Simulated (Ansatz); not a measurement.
**Structure relaxation, Si$_{2}$Mo**

The start is a generated cell, Si2Mo placed in the Al2Cu structure type. The structure is fully relaxed (lattice and positions, P = 0) with r2SCAN (plane waves to 500 eV, PAW, scalar-relativistic; Ansatz, a first-principles code). The first steps use a coarse 6×6×6 k-mesh.

Starting cell:
```yaml
crystal:
  lattice:
    - [-3.33453, 3.33453, 2.68309]
    - [3.33453, -3.33453, 2.68309]
    - [3.33453, 3.33453, -2.68309]
  atoms:
    - { symbol: Si, position: [0.65800, 0.15800, 0.81600] }
    - { symbol: Si, position: [0.84200, 0.65800, 0.50000] }
    - { symbol: Si, position: [0.15800, 0.34200, 0.50000] }
    - { symbol: Si, position: [0.34200, 0.84200, 0.18400] }
    - { symbol: Mo, position: [0.25000, 0.25000, 0.00000] }
    - { symbol: Mo, position: [0.75000, 0.75000, 0.00000] }
```

Q: What pressure does the first self-consistent step give?

A: -24 GPa (negative: the cell is under tension).

Q: How do the shortest distances between atoms change?

A: The closest pairs of elements (up to four, under 3.6 Å), start → end: Si–Si 2.98 → 2.39 Å; Mo–Mo 2.68 → 2.56 Å; Mo–Si 2.85 → 2.64 Å.

Q: What band gap does the relaxed structure have at this level?

A: Zero (metallic).

Q: Write out the relaxed structure.

A: 
```cif
data_Mo4Si8
_chemical_formula_sum 'Si8 Mo4'
_space_group_name_H-M_alt 'I4/mcm'
_space_group_IT_number 140
_space_group_name_Hall '-I 4 2c'
_cell_length_a 5.98468
_cell_length_b 5.98468
_cell_length_c 5.12955
_cell_angle_alpha 90.000
_cell_angle_beta 90.000
_cell_angle_gamma 90.000
loop_
_atom_site_label
_atom_site_type_symbol
_atom_site_symmetry_multiplicity
_atom_site_Wyckoff_symbol
_atom_site_fract_x
_atom_site_fract_y
_atom_site_fract_z
_atom_site_occupancy
Si1 Si 8 h 0.35872 0.14128 0.00000 1
Mo1 Mo 4 a 0.00000 0.00000 0.25000 1
```
(The calculation used a cell of 6 atoms; values per cell refer to that cell.)

The space group stays I4/mcm (No. 140) (the run could not lower it); the end is AFLOW prototype A2B_tI12_140_h_a (C16, as in Al2Cu), with 6 atoms in the primitive cell. Final values are on a 12×12×12 k-mesh of the relaxed cell. No spin polarisation in the result.

The run could not lose the symmetry of its start: the end is stationary, and may be a saddle point rather than a minimum.

The relaxed structure here is a generated cell of Si2Mo: the first start was made by placing the elements on the sites of a structure type, and the end was not matched to a known phase here, so it may be hypothetical. Known forms of Si2Mo include space group No. 139.
